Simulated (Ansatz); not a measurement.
Relaxed-ion elastic tensor of GeSe in space group Pnma (No. 62; Ge on 4c, Se on 4c) in GPa (Voigt order), DFT-LDA in the program Ansatz with PAW potentials; density 5.88 g/cm³, 21.39 Å³ per atom.

```
      1     2     3     4     5     6
-  ----  ----  ----  ----  ----  ----
1  78.6   8.6  22.1   0.0   0.0   0.0
2   8.6   107  46.6   0.0   0.0   0.0
3  22.1  46.6  51.8   0.0   0.0   0.0
4   0.0   0.0   0.0  53.8   0.0   0.0
5   0.0   0.0   0.0   0.0  26.0   0.0
6   0.0   0.0   0.0   0.0   0.0  16.3
```

Problem. Is the crystal mechanically stable?

Solution. Yes: the smallest eigenvalue of C is 16.3 GPa.

Problem. Work out the Voigt, Reuss and Hill averages.

Solution. K_V = 43.5, K_R = 40.5, K_H = 42.0; G_V = 29.9, G_R = 21.1, G_H = 25.5 GPa.

Problem. Give Young's modulus, Poisson's ratio, Pugh's ratio and the universal anisotropy index.

Solution. E = 9KG/(3K + G) = 63.6 GPa; ν = 0.25; K/G = 1.65 (brittle by the Pugh limit of 1.75); A_U = 5G_V/G_R + K_V/K_R − 6 = 2.16.

Problem. Estimate the sound speeds and the Debye temperature.

Solution. v_l = √((K + 4G/3)/ρ) = 3590 m/s, v_t = √(G/ρ) = 2080 m/s, mean 2310 m/s; Θ = (h/k)(3n/4πV)^(1/3) v_m = 248 K.

Problem. Solve the Christoffel equation for the three sound speeds along x, y, z.

Solution. Eigenvalues of C_ijkl n_j n_l equal ρv². In km/s, slowest first: x 1.67, 2.10, 3.65; y 1.67, 3.02, 4.26; z 2.10, 2.97, 3.02.

Problem. How much does each axis shrink under pressure?

Solution. Linear compressibilities β_i = Σ_j S_ij (j = 1 to 3): x 8.8, y 3.1, z 13 per TPa.

The cell was relaxed with LDA under the symmetry of its start. A crystal of weakly bound layers computed without a dispersion correction: the cell and the soft elastic constants depend strongly on that.

Potentials: the earlier of the program's two PAW sets. The files were generated under PBE; for other functionals the program regenerates the frozen cores, and for LDA and PBEsol the local potential too.
